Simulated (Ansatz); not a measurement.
Data:

Relaxed SnO2 (rutile):

```
SnO2
1.0
    4.82754     0.00000     0.00000
    0.00000     4.82754     0.00000
    0.00000     0.00000     3.23815
Sn O
2 4
Direct
  0.00000   0.00000   0.00000
  0.50000   0.50000   0.50000
  0.30658   0.30658   0.00000
  0.80658   0.19342   0.50000
  0.19342   0.80658   0.50000
  0.69342   0.69342   0.00000
```

In each cell atom 3 (O, nearest neighbour Sn at 2.089 Å; its periodic images, 3.2 Å or more away, move with it) moves by s·(0.577, 0.577, 0.577) (along Cartesian [111]), the rest being held.

The numbers are results of PBE (plane waves to 420 eV, PAW, scalar-relativistic; Ansatz, an electronic-structure program), not measurements. k mesh 6×6×8 (Γ-centred), Fermi-Dirac smearing 0.05 eV. The energy includes the smearing's −TS. Left out: 1 of 11 points, with atoms too close for the PAW data. SnO2 was relaxed with its symmetry unable to fall. ΔE is measured from the undisplaced structure.

The scan covers s from -0.630 to 0.504 Å in 10 points.

Problem. Is the energy the same for displacements of ±0.504 Å, and if not, which side lies higher?

Solution. Not even: the positive side lies higher at ±0.504 Å. With its periodic images moving along, the atom's site symmetry in this cell is mm2.

Problem. What is the energy change at s = 0.504 Å?

Solution. 3684 meV/cell.

Problem. What force acts on the atom along the line at s = -0.630 Å?

Solution. 15.1 eV/Å.

Problem. What is the force constant k = d²E/ds² of this move at s = 0?

Solution. 17.2 eV/Å².

(For displaced atoms, the force is minus the slope of the energy, and its curvature is a force constant, which sets phonon frequencies.)
